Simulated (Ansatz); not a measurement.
The start is a relaxed Cu cell, doubled along one cell vector, shaken by Gaussian noise of σ = 0.08 Å a coordinate. A full variable-cell relaxation at zero pressure is run with r2SCAN (plane waves to 500 eV, PAW, scalar-relativistic; Ansatz, a quantum-chemistry and plane-wave program). The first steps use a coarse 8×15×8 k-mesh.

Initial structure:
```
CELL_PARAMETERS angstrom
      5.04140     0.00000     0.00000
     -1.26035     2.18299     0.00000
      0.00000     0.00000     4.16070
ATOMIC_POSITIONS crystal
  Cu 0.13777 0.67170 0.28597
  Cu 0.66690 0.71377 0.23280
  Cu 0.30695 0.30333 0.76621
  Cu 0.83564 0.32911 0.75501
```

- Initial pressure = +2.9 GPa (positive: the cell is compressed)
- Largest initial force = 1.32 eV/Å, on Cu1 (atoms numbered as listed)
- Energy released = 0.06 eV/atom
- Shortest distances (start → end) = The closest pairs of elements (up to four, under 3.6 Å), start → end: Cu–Cu 2.36 → 2.52 Å
- Band gap at the end = zero (metallic)
- Optimiser moves = 10

Final values are on a 21×21×11 k-mesh of the relaxed cell. No spin polarisation in the result.

The relaxed structure here is a generated cell of Cu: the first start was made by placing the elements on the sites of a structure type, and the end was not matched to a known phase here, so it may be hypothetical. Known forms of Cu include space group No. 225.
